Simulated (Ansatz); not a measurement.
Si3N4:
```
CELL_PARAMETERS angstrom
      0.00000     3.86500     3.86500
      3.86500     0.00000     3.86500
      3.86500     3.86500     0.00000
ATOMIC_POSITIONS crystal
  Si 0.62500 0.62500 0.12500
  Si 0.62500 0.12500 0.62500
  Si 0.62500 0.62500 0.62500
  Si 0.12500 0.62500 0.62500
  Si 0.25000 0.25000 0.25000
  Si 0.00000 0.00000 0.00000
  N  0.86757 0.86757 0.86757
  N  0.85272 0.38243 0.38243
  N  0.86757 0.86757 0.39728
  N  0.38243 0.85272 0.38243
  N  0.39728 0.86757 0.86757
  N  0.38243 0.38243 0.38243
  N  0.86757 0.39728 0.86757
  N  0.38243 0.38243 0.85272
```

Relaxed with r²SCAN.

### Question
Map the valence electron density (e/Å³), cut off at 1 on the plane through (0.625, 0.625, 0.625) spanned by u = [1, 0, 0] and v = [-1, 1, 1] in lattice vectors, from DFT-r²SCAN in the program Ansatz with PAW potentials.

### Answer
x is the fraction of u, y of v (the angle between them is 90°; rows are the nearest grid lines); atoms in the plane: Si at (0.00, 0.00), Si at (0.50, 0.00), Si at (0.25, 0.62), Si at (0.75, 0.38), N at (0.49, 0.24), N at (0.99, 0.76), N at (0.01, 0.24), N at (0.51, 0.76).
```
y \ x   0.000  0.0741  0.185  0.259  0.370  0.444  0.556  0.630  0.741  0.815  0.926   1.00
------  -----  ------  -----  -----  -----  -----  -----  -----  -----  -----  -----  -----
1.00    0.108   0.190  0.365  0.330  0.341  0.149  0.149  0.341  0.330  0.365  0.190  0.108
0.923   0.417   0.344  0.207  0.178  0.274  0.368  0.383  0.293  0.194  0.224  0.361  0.417
0.846    1.00   0.836  0.160  0.098  0.369   1.00   1.00  0.540  0.161  0.254   1.00   1.00
0.769    1.00    1.00  0.384  0.235  0.905   1.00   1.00   1.00  0.323  0.582   1.00   1.00
0.692    1.00    1.00  0.492  0.250  0.947   1.00   1.00  0.804  0.229  0.370   1.00   1.00
0.615   0.291   0.375  0.166  0.116  0.321  0.358  0.222  0.142  0.097  0.108  0.200  0.291
0.538   0.069   0.122  0.270  0.301  0.201  0.103  0.067  0.105  0.179  0.151  0.073  0.069
0.462   0.069   0.073  0.151  0.179  0.105  0.067  0.103  0.201  0.301  0.270  0.122  0.069
0.385   0.291   0.200  0.108  0.097  0.142  0.222  0.358  0.321  0.116  0.166  0.375  0.291
0.308    1.00    1.00  0.370  0.229  0.804   1.00   1.00  0.947  0.250  0.492   1.00   1.00
0.231    1.00    1.00  0.582  0.323   1.00   1.00   1.00  0.905  0.235  0.384   1.00   1.00
0.154    1.00    1.00  0.254  0.161  0.540   1.00   1.00  0.369  0.098  0.160  0.836   1.00
0.0769  0.417   0.361  0.224  0.194  0.293  0.383  0.368  0.274  0.178  0.207  0.344  0.417
0.000   0.108   0.190  0.365  0.330  0.341  0.149  0.149  0.341  0.330  0.365  0.190  0.108
```

The density is the valence pseudo-density with augmentation charge, so density and ELF within about 1 Å of a nucleus are not all-electron values.

Space group Fd-3m. Symmetry was held in the r²SCAN relaxation; of distortions, only those at the zone centre were tested.

Potentials: the earlier of the program's two PAW sets.
